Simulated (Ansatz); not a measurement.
Relaxed-ion elastic tensor of GaN (rock salt, Fm-3m) in GPa (Voigt order), the program Ansatz at the LDA level (PAW); density 7.61 g/cm³, 9.14 Å³ per atom.

|  | 1 | 2 | 3 | 4 | 5 | 6 |
|---|---|---|---|---|---|---|
| 1 | 387 | 181 | 181 | 0.0 | 0.0 | 0.0 |
| 2 | 181 | 387 | 181 | 0.0 | 0.0 | 0.0 |
| 3 | 181 | 181 | 387 | 0.0 | 0.0 | 0.0 |
| 4 | 0.0 | 0.0 | 0.0 | 228 | 0.0 | 0.0 |
| 5 | 0.0 | 0.0 | 0.0 | 0.0 | 228 | 0.0 |
| 6 | 0.0 | 0.0 | 0.0 | 0.0 | 0.0 | 228 |

### Question
Is the crystal mechanically stable?

### Answer
Yes: the smallest eigenvalue of C is 206 GPa.

### Question
Work out the Voigt, Reuss and Hill averages.

### Answer
K_V = 250, K_R = 250, K_H = 250; G_V = 178, G_R = 154, G_H = 166 GPa.

### Question
Give Young's modulus, Poisson's ratio, Pugh's ratio and the universal anisotropy index.

### Answer
E = 9KG/(3K + G) = 408 GPa; ν = 0.23; K/G = 1.50 (brittle by the Pugh limit of 1.75); A_U = 5G_V/G_R + K_V/K_R − 6 = 0.80.

### Question
Estimate the sound speeds and the Debye temperature.

### Answer
v_l = √((K + 4G/3)/ρ) = 7870 m/s, v_t = √(G/ρ) = 4670 m/s, mean 5170 m/s; Θ = (h/k)(3n/4πV)^(1/3) v_m = 737 K.

### Question
Give the Zener ratio and Young's modulus along [100], [110] and [111].

### Answer
A = 2C44/(C11 − C12) = 2.22; 1/E = S11 − 2(S11 − S12 − S44/2)Γ with Γ = 0, 1/4, 1/3 gives 272, 426, 525 GPa.

### Question
Solve the Christoffel equation for the three sound speeds along [100], [110], [111].

### Answer
Eigenvalues of C_ijkl n_j n_l equal ρv². In km/s, slowest first: [100] 5.48, 5.48, 7.13; [110] 3.68, 5.48, 8.21; [111] 4.36, 4.36, 8.54.

This is a known high-pressure phase of the composition, computed here at zero pressure and temperature. The cell was relaxed with LDA under the symmetry of its start; phonons on a q-mesh show no instability.

Potentials: the earlier of the program's two PAW sets.
